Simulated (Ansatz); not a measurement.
TaRu (L1₀ or tetragonal B2, P4/mmm), a = b = 3.022 Å, c = 3.392 Å, α = β = γ = 90.00°.

Relaxed with PBEsol.

### Question
Which orbitals make up the states near the Fermi level in PBEsol (plane waves, PAW; program Ansatz)?

### Answer
Within 0.5 eV of the Fermi level: Ta 5d 50 %, Ru 4d 41 %. Projections are on Löwdin-orthogonalised atomic valence shells; empty p or d shells of many metals are not among them.

### Question
Tabulate the density of states.

### Answer
States/eV per cell of 2 atoms, in 0.25 eV bins, energy from the Fermi level.

```csv
E (eV),total,Ru 4d,Ta 5d,Ta 6s
-7.85,0.13,0.00,0.00,0.07
-7.60,0.15,0.00,0.00,0.08
-7.35,0.18,0.00,0.00,0.09
-7.10,0.21,0.01,0.01,0.10
-6.85,0.25,0.01,0.01,0.12
-6.60,0.29,0.02,0.02,0.14
-6.35,0.36,0.03,0.04,0.16
-6.10,0.72,0.19,0.13,0.24
-5.85,1.39,0.50,0.35,0.34
-5.60,1.77,0.70,0.54,0.35
-5.35,1.92,0.86,0.62,0.27
-5.10,2.20,1.10,0.73,0.22
-4.85,2.55,1.37,0.85,0.11
-4.60,2.49,1.36,0.89,0.06
-4.35,2.28,1.28,0.80,0.03
-4.10,1.88,1.13,0.65,0.01
-3.85,2.26,1.51,0.65,0.01
-3.60,3.18,2.20,0.87,0.01
-3.35,3.18,2.12,0.95,0.01
-3.10,2.35,1.56,0.68,0.02
-2.85,2.79,1.89,0.70,0.04
-2.60,3.34,2.22,0.81,0.07
-2.35,3.40,2.18,0.90,0.10
-2.10,2.73,1.63,0.75,0.14
-1.85,1.76,0.98,0.51,0.10
-1.60,1.55,1.00,0.34,0.07
-1.35,1.14,0.72,0.26,0.05
-1.10,0.74,0.39,0.22,0.04
-0.85,0.57,0.24,0.22,0.03
-0.60,0.93,0.45,0.35,0.03
-0.35,1.45,0.71,0.57,0.04
-0.10,1.80,0.72,0.89,0.06
0.15,2.27,0.86,1.22,0.05
0.40,2.20,0.84,1.22,0.04
0.65,2.32,0.95,1.25,0.04
0.90,2.58,1.04,1.39,0.04
1.15,2.25,0.83,1.26,0.03
1.40,2.08,0.69,1.17,0.02
1.65,3.19,1.01,1.89,0.02
1.90,2.15,0.59,1.30,0.02
2.15,1.52,0.36,0.93,0.02
2.40,1.08,0.22,0.71,0.02
2.65,1.05,0.19,0.75,0.03
2.90,1.11,0.19,0.82,0.03
3.15,1.32,0.21,0.96,0.06
3.40,1.41,0.24,1.02,0.05
3.65,1.70,0.32,1.22,0.05
3.90,1.69,0.35,1.19,0.05
4.15,1.75,0.37,1.23,0.05
4.40,1.72,0.35,1.20,0.06
4.65,0.82,0.16,0.49,0.06
```

The workflow started from a Materials Project entry (that database holds measured and hypothetical structures alike); the Crystallography Open Database files this formula in space group No. 123, but the cells were not matched. Its standing as an ambient phase is unchecked. The cell was relaxed with PBEsol under the symmetry of its start; its stability against distortions is not shown here. The run is not spin-polarised. Axis ratios of metals converge slowly with the k-mesh, so a and c are less sure than the volume. Spin–orbit coupling is left out wherever it is not named.

Potentials: the earlier of the program's two PAW sets. The files were generated under PBE; for other functionals the program regenerates the frozen cores, and for LDA and PBEsol the local potential too.
